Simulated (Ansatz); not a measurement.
NbAg:
```cif
data_Ag4Nb4
_chemical_formula_sum 'Ag4 Nb4'
_space_group_name_H-M_alt 'Fm-3m'
_space_group_IT_number 225
_space_group_name_Hall '-F 4 2 3'
_cell_length_a 5.42721
_cell_length_b 5.42721
_cell_length_c 5.42721
_cell_angle_alpha 90.000
_cell_angle_beta 90.000
_cell_angle_gamma 90.000
loop_
_atom_site_label
_atom_site_type_symbol
_atom_site_symmetry_multiplicity
_atom_site_Wyckoff_symbol
_atom_site_fract_x
_atom_site_fract_y
_atom_site_fract_z
_atom_site_occupancy
Ag1 Ag 4 a 0.00000 0.00000 0.00000 1
Nb1 Nb 4 b 0.50000 0.50000 0.50000 1
```
(The calculation used a cell of 2 atoms; values per cell refer to that cell.)

Relaxed with r²SCAN.

Q: Tabulate the valence density and the electron localisation function along the shortest Ag–Nb contact (2.71 Å), DFT-r²SCAN in the program Ansatz with PAW potentials.

A: 

| distance from Ag (Å) | density (e/Å³) | ELF |
|---|---|---|
| 0.27 | 17.09 | 0.73 |
| 0.41 | 11.78 | 0.59 |
| 0.54 | 7.08 | 0.49 |
| 0.68 | 3.75 | 0.42 |
| 0.81 | 1.80 | 0.36 |
| 0.95 | 0.88 | 0.30 |
| 1.09 | 0.53 | 0.27 |
| 1.22 | 0.39 | 0.28 |
| 1.36 | 0.35 | 0.29 |
| 1.49 | 0.39 | 0.29 |
| 1.63 | 0.52 | 0.35 |
| 1.76 | 0.89 | 0.52 |
| 1.90 | 1.66 | 0.70 |
| 2.04 | 2.85 | 0.79 |
| 2.17 | 4.16 | 0.79 |
| 2.31 | 5.02 | 0.68 |
| 2.44 | 5.07 | 0.41 |

The density is the valence pseudo-density with augmentation charge, so density and ELF within about 1 Å of a nucleus are not all-electron values.

The start of the workflow was typed in or built on a structure type; neither database checked (COD, Materials Project) lists it. Whether it is the stable phase at ambient conditions was not checked. The cell was relaxed with r²SCAN under the symmetry of its start. At this level the phase is mechanically unstable. The run is not spin-polarised. Its formation energy is positive at this level, so the cell may be metastable or incomplete.

Potentials: the earlier of the program's two PAW sets.
